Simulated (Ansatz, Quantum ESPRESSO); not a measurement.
## NaLaMnMoO6: programs and potentials compared

```
Na La Mn Mo O
1.0
    -2.72294    2.72294    3.89889
     2.72294   -2.72294    3.89889
     2.72294    2.72294   -3.89889
Na La Mn Mo O
1 1 1 1 6
Direct
  0.25000 0.75000 0.50000
  0.75000 0.25000 0.50000
  0.50000 0.50000 0.00000
  0.00000 0.00000 0.00000
  0.20766 0.29607 0.50371
  0.29605 0.79234 0.08841
  0.79236 0.70395 0.49629
  0.70393 0.20764 0.91159
  0.25194 0.25194 0.00000
  0.74806 0.74806 0.00000
```

The cell comes from a database or a generator and needn't be the stable form of this composition.

Alike in all runs: task projected density of states; functional PBE; k mesh 7 × 7 × 7; occupations fermi-dirac, width 0.05 eV; collinear spin, ferromagnetic start; no spin-orbit coupling. Pressure is positive in compression and, in plane waves, holds the error of the finite cutoff, which Ansatz's Pulay term estimates and takes out.

```
                        program and potentials  plane-wave cutoff (eV)                             notes  pressure (GPa)  net moment per atom (μB)  largest force (eV/Å)
                            Ansatz, Ansatz PAW                     420  Pulay term of +0.62 GPa included            0.31                      0.20                 0.083
Ansatz, all-electron LAPW, scalar-relativistic                       -                                 -            0.28                      0.20                 0.071
     Quantum ESPRESSO, SSSP 1.3 efficiency PBE                     884                                 -            0.70                      0.20                 0.075
```

Force on atom 9 (O), eV/Å:

| program and potentials | x | y | z |
| --- | --- | --- | --- |
| Ansatz, Ansatz PAW | 0.000 | 0.000 | -0.083 |
| Ansatz, all-electron LAPW, scalar-relativistic | 0.000 | 0.000 | -0.071 |
| Quantum ESPRESSO, SSSP 1.3 efficiency PBE | 0.000 | 0.000 | -0.075 |

The pressure spans 0.28 (Ansatz, all-electron LAPW, scalar-relativistic) to 0.70 GPa (Quantum ESPRESSO, SSSP 1.3 efficiency PBE), with all-electron results at 0.28. All agree on the net moment per atom. The state is the one that the start led to, which needn't be the lowest.

Differences between rows come from potentials, basis sets and numerical settings, since the functional is the same but for its coding. Runs on potential files found faulty are left out.
